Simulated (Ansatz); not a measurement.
PbS:
```xyz
2
Lattice="0.0000 2.9758 2.9758 2.9758 0.0000 2.9758 2.9758 2.9758 0.0000" Properties=species:S:1:pos:R:3 pbc="T T T"
Pb     2.9758     2.9758     2.9758
S      0.0000     0.0000     0.0000
```

r²SCAN+D4 in the plane-wave PAW code Ansatz gives a gap of 0.66 eV without spin–orbit coupling, maximum at L, minimum at L.

What happens when spin–orbit coupling is switched on?

The gap drops by 0.50 eV, to 0.16 eV; maximum at L, minimum at L.

Give the electron effective mass with spin–orbit coupling.

0.054, 0.054, 0.074 mₑ (principal values).

Give the hole effective mass with spin–orbit coupling.

0.052, 0.052, 0.079 mₑ (principal values).

Space group Fm-3m (rock salt). Symmetry was held in the r²SCAN+D4 relaxation.

Potentials: the earlier of the program's two PAW sets.
